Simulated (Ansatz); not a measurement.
**Where the states of Cd lie**

```yaml
crystal:
  lattice:
    - [2.97887, 0.00000, 0.00000]
    - [-1.48944, 2.57978, 0.00000]
    - [0.00000, 0.00000, 5.61765]
  atoms:
    - { symbol: Cd, position: [0.33333, 0.66667, 0.25000] }
    - { symbol: Cd, position: [0.66667, 0.33333, 0.75000] }
```

The cell is COD entry 9008490, as deposited and not checked against the literature; nothing was relaxed.

Level of theory: Ansatz 0.2.0, DFT, PBEsol, all-electron LAPW, scalar-relativistic.

Sampling and basis: a Γ-centred 16×16×7 k mesh, Fermi–Dirac smearing of 0.05 eV, basis error target 1 meV/atom, no spin polarisation.

States per eV and cell, averaged over 0.4 eV, from -9.8 to 1.6 eV, with energies (bin centres) from the Fermi level; empty bins are left out. The partial columns, the largest 2 alone, are projections on Löwdin-orthogonalised atomic shells (those that the program's projection atoms carry: the occupied ones and, for some elements, an empty d or f shell; other empty shells have no column), summed over atoms of an element. Weights on diffuse s and p shells depend on that basis and aren't pure angular character.

```
E (eV)  total  Cd 4d  Cd 5s
  -9.7   7.98   7.76   0.20
  -9.3  12.24  12.09   0.13
  -8.9  13.43  13.19   0.21
  -8.5  13.74  13.54   0.18
  -8.1   2.76   2.59   0.16
  -7.7   0.25   0.03   0.22
  -7.3   0.27   0.03   0.24
  -6.9   0.29   0.03   0.26
  -6.5   0.33   0.03   0.30
  -6.1   0.36   0.03   0.32
  -5.7   0.39   0.03   0.35
  -5.3   0.42   0.03   0.37
  -4.9   0.45   0.03   0.38
  -4.5   0.47   0.03   0.40
  -4.1   0.50   0.03   0.41
  -3.7   0.53   0.03   0.42
  -3.3   0.56   0.03   0.44
  -2.9   0.61   0.03   0.45
  -2.5   0.64   0.02   0.43
  -2.1   0.64   0.02   0.38
  -1.7   0.63   0.02   0.32
  -1.3   0.75   0.02   0.33
  -0.9   0.63   0.01   0.26
  -0.5   0.62   0.01   0.21
  -0.1   0.46   0.01   0.13
   0.3   0.46   0.01   0.17
   0.7   0.71   0.01   0.31
   1.1   0.81   0.01   0.34
   1.5   0.99   0.01   0.36
```

Where is the centre of the filled Cd 4d states between -14 eV and the top of the filled states?

-8.93 eV from the Fermi level.
